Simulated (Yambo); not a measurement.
Yambo run on AgBr (rock salt, space group Fm-3m, No. 225). The wavefunctions are norm-conserving PBEsol (Quantum ESPRESSO, 82 Ry, with spin-orbit coupling) ones on a 4×4×4 mesh (26 occupied bands); a = b = c = 4.013 Å, α = β = γ = 60.00°.

Yambo input:

```
rim_cut
HF_and_locXC
RandQpts= 1000000
RandGvec= 1 Ry
EXXRLvcs= 82 Ry
VXCRLvcs= 328 Ry
% QPkrange
 1 | 1 | 24 | 28 |
 3 | 3 | 26 | 27 |
 7 | 7 | 26 | 27 |
 8 | 8 | 26 | 27 |
%
```

k points by index: 1 = Γ, 3 = L, 7 = X, 8 = W.

Resulting energies as the program prints them:

```
#    K-point    Band    Eo [eV]    Ehf [eV]    Vxc [eV]    Vnlxc [eV]
#
    1    24    -1.975212    -5.364158    -13.15186    -16.54080
    1    25    -1.975212    -5.364078    -13.15186    -16.54072
    1    26    -1.975212    -5.364122    -13.15186    -16.54077
    1    27    0.414742    4.618455    -10.98865    -6.784934
    1    28    0.414742    4.618455    -10.98865    -6.784934
    3    26    0.000000    -4.175428    -19.50062    -23.67605
    3    27    3.357978    7.597078    -9.242509    -5.003409
    7    26    -2.295449    -9.091097    -24.15964    -30.95528
    7    27    1.310738    5.843161    -11.50174    -6.969321
    8    26    -1.720589    -6.540985    -20.02687    -24.84727
    8    27    3.665135    8.158411    -13.47043    -8.977152
```
Exchange alone, without screening.

Geometry relaxed with PBEsol.
